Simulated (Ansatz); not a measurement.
A geometry of V away from equilibrium: step 2 of the relaxation of a randomly generated symmetric cell of V (space group No. 139). All values below come from r2SCAN (plane waves to 500 eV, PAW, scalar-relativistic; Ansatz, a first-principles code). Γ-centred k-mesh 13×13×13 on the run's cell (coarser than for final values), Fermi–Dirac smearing 0.05 eV. The plane waves were selected for a different cell earlier on the path.

```
V
1.0
   -1.60267     1.60267     4.18341
    1.60267    -1.60267     4.18341
    1.60267     1.60267    -4.18341
V
3
Cartesian
  0.00000   0.00000   1.34866
  0.00000   0.00000   7.01817
  0.00000   0.00000   4.18341
```
Spin-polarised start, with parallel moments on V.

Give the Cartesian forces on all atoms (eV/Å).


| atom | Fx | Fy | Fz |
|---|---|---|---|
| V1 | 0.00 | 0.00 | 0.47 |
| V2 | 0.00 | 0.00 | -0.47 |
| V3 | 0.00 | 0.00 | 0.00 |

The path ends in Im-3m (No. 229) (bcc (W type)). No spin polarisation in the result: the starting moments vanished.

The run could not lose the symmetry of its start.
